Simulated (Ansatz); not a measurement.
Computed with DFT PBE, scalar-relativistic, plane waves, PAW in Ansatz 0.2.0. The final run on the 4-atom cell used 420 eV, a Γ-centred 12×12×10 mesh, 0.10 eV smearing and collinear spin.

The zero of energy is the elements' standard structures at the same level (Cl₂, H₂ as molecules); no fitted shifts are applied.

Question: Find a candidate tetragonal metal with formula TiH2Cl, with a formation energy near −0.42 eV/atom, about 16 Å³ per atom and a net moment near 0.2 μB per atom, in a cell of 4 atoms. Its symmetry should be P4/mmm (No. 123).

Answer: TiH2Cl, space group P4/mmm (No. 123). Ti has 4 H at 1.83 Å and 2 Cl at 2.36 Å; around H lie 2 Ti at 1.83 Å; Cl is surrounded by 2 Ti at 2.36 Å.

```yaml
crystal:
  lattice:
    - [3.66339, 0.00000, 0.00000]
    - [0.00000, 3.66339, 0.00000]
    - [0.00000, 0.00000, 4.71051]
  atoms:
    - { symbol: Ti, position: [0.00000, 0.00000, 0.00000] }
    - { symbol: H, position: [0.50000, 0.00000, 0.00000] }
    - { symbol: H, position: [0.00000, 0.50000, 0.00000] }
    - { symbol: Cl, position: [0.00000, 0.00000, 0.50000] }
```

| Quantity | Value |
| --- | --- |
| Volume per atom | 15.80 Å³ |
| Density | 2.24 g/cm³ |
| Energy over the elements | −0.42 eV/atom |
| Gap on the 12×12×10 mesh of the 4-atom cell | 0 eV (a metal) |
| Net moment per atom | 0.25 μB |
| Moment by site | Ti 0.6 μB |

The structure comes from a generated guess, relaxed at this level; another structure or a mixture of phases may lie lower. Other answers may fit too; this one was computed.

With hydrogen, zero-point motion can shift formation energies by some tens of meV/atom. Another magnetic order may lie lower. A structure relaxed within its symmetry needn't be a true minimum. Site moments count only spheres around the atoms; the net moment includes the space between them.
